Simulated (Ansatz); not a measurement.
TiAl (CuAu type, space group P4/mmm)

```
TiAl
1.0
    2.82408     0.00000     0.00000
    0.00000     2.82408     0.00000
    0.00000     0.00000     4.07063
Al Ti
1 1
Direct
  0.50000   0.50000   0.50000
  0.00000   0.00000   0.00000
```

The volume is varied about the relaxed value V₀ at fixed cell shape. Symmetry pins the atoms to their sites.

These are PBE (plane waves to 420 eV, PAW, scalar-relativistic; Ansatz, a quantum-chemistry and plane-wave program) values and carry that method's errors. k mesh 16×16×12 (Γ-centred), Fermi-Dirac smearing 0.05 eV. E stands for the smeared free energy. With the shape held, the modulus is that of even scaling; a crystal free to change shape is softer. The PAW data are Ansatz's earlier set. TiAl is run without spin polarisation. TiAl was relaxed with its symmetry unable to fall. The zero of ΔE is the relaxed starting cell. The last digit holds for this mesh only.

| V (Å³/atom) | ΔE (meV/atom) |
|---|---|
| 13.635 | 195.0 |
| 14.285 | 101.8 |
| 14.934 | 42.1 |
| 15.583 | 9.8 |
| 16.233 | 0.0 |
| 16.882 | 8.6 |
| 17.531 | 32.4 |
| 18.180 | 68.5 |
| 18.830 | 114.9 |

What is the fitted pressure derivative B₀′?

3.9.

What bulk modulus at fixed cell shape B₀ follows from a third-order Birch-Murnaghan fit?

113 GPa. Check by three points about V = 16.233 Å³/atom, step 1.299: d²E/dV² ≈ (42 − 2·0 + 32) meV / 1.299² = 0.0439 eV/Å⁶, and V·d²E/dV² × 160.2 = 114 GPa.

(Under strain, the slope of the energy per volume gives the stress and its curvature an elastic modulus.)
